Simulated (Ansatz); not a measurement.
Space group P6_3/mmc (No. 194). a = 4.385 Å, b = 4.385 Å, c = 5.796 Å, α = 90.00°, β = 90.00°, γ = 120.00°
| atom | site | symmetry | x | y | z |
| --- | --- | --- | --- | --- | --- |
| Ba | 2c | -6m2 | 0.6667 | 0.3333 | 0.7500 |
| H | 2d | -6m2 | 0.3333 | 0.6667 | 0.7500 |
| H | 2a | -3m. | 0.0000 | 0.0000 | 0.5000 |

Equation of state of this BaH$_{2}$ structure (not necessarily the ground state), with shape and atoms relaxed at each volume where symmetry leaves them free. Computed with DFT PBEsol, scalar-relativistic, plane waves, PAW (Ansatz 0.2.0).

Settings: cutoff 420 eV, Γ-centred mesh 6×6×6 on the computed 6-atom cell, Gaussian smearing of 0.02 eV; no spin polarisation.

```tsv
V (Å³/atom)	E − E(largest V) (meV/atom)	P (GPa)	gap on mesh (eV)
14.154	15.58	5.65	1.71
14.636	1.29	3.89	1.75
15.119	-8.09	2.38	1.79
15.601	-13.26	1.09	1.74
16.084	-14.82	-0.02	1.69
16.566	-13.27	-0.97	1.64
17.049	-9.07	-1.80	1.59
17.692	0.00	-2.72	1.53
```

Fit a third-order Birch–Murnaghan equation to E(V).

V0 = 16.07 Å³/atom, B0 = 34 GPa, B0' = 4.1.

Spin-orbit coupling is left out, which matters for the bands of heavy elements.

The gaps are read on the mesh, which can miss the band edges, so they can be too wide.